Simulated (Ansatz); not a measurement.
MgInCu$_{4}$:
```yaml
crystal:
  lattice:
    - [0.00000, 3.49193, 3.49193]
    - [3.49193, 0.00000, 3.49193]
    - [3.49193, 3.49193, 0.00000]
  atoms:
    - { symbol: Cu, position: [0.37475, 0.37475, 0.87576] }
    - { symbol: Cu, position: [0.37475, 0.87576, 0.37475] }
    - { symbol: Cu, position: [0.87576, 0.37475, 0.37475] }
    - { symbol: Cu, position: [0.37475, 0.37475, 0.37475] }
    - { symbol: Mg, position: [0.00000, 0.00000, 0.00000] }
    - { symbol: In, position: [0.75000, 0.75000, 0.75000] }
```

Relaxed with r²SCAN. Special points in fractions of this cell's reciprocal vectors: Γ (0.000, 0.000, 0.000); X (0.500, 0.000, 0.500); U (0.625, 0.250, 0.625); K (0.375, 0.375, 0.750); L (0.500, 0.500, 0.500); W (0.500, 0.250, 0.750).

**Question.** List the band energies nearest the Fermi level at these points for the program Ansatz at the r²SCAN level (PAW).

**Answer.** In eV from the Fermi level; about four levels below and three above (degenerate sets whole), none deeper than 8.9 eV; points with the same levels are listed once.

```
k                    below                above
-  -----------------------  -------------------
Γ  -0.57 -0.38 -0.38 -0.38  2.25 2.77 2.77 2.77
X  -1.59 -0.78 -0.78 -0.55       6.88 7.38 7.38
U  -2.16 -1.95 -0.94 -0.68       1.94 4.71 4.75
L  -1.58 -0.42 -0.29 -0.29       1.71 1.71 1.97
W  -2.12 -2.12 -1.97 -1.80       1.32 1.95 2.75
```

Space group F-43m. The workflow started from an entry of the Crystallography Open Database (COD). Its standing as an ambient phase is unchecked. The cell was relaxed with r²SCAN under the symmetry of its start; its stability against distortions is not shown here. No spin polarisation was allowed. Scalar-relativistic: spin–orbit coupling is off unless named, which matters more the heavier the elements.

Potentials: the later of the program's two PAW sets.
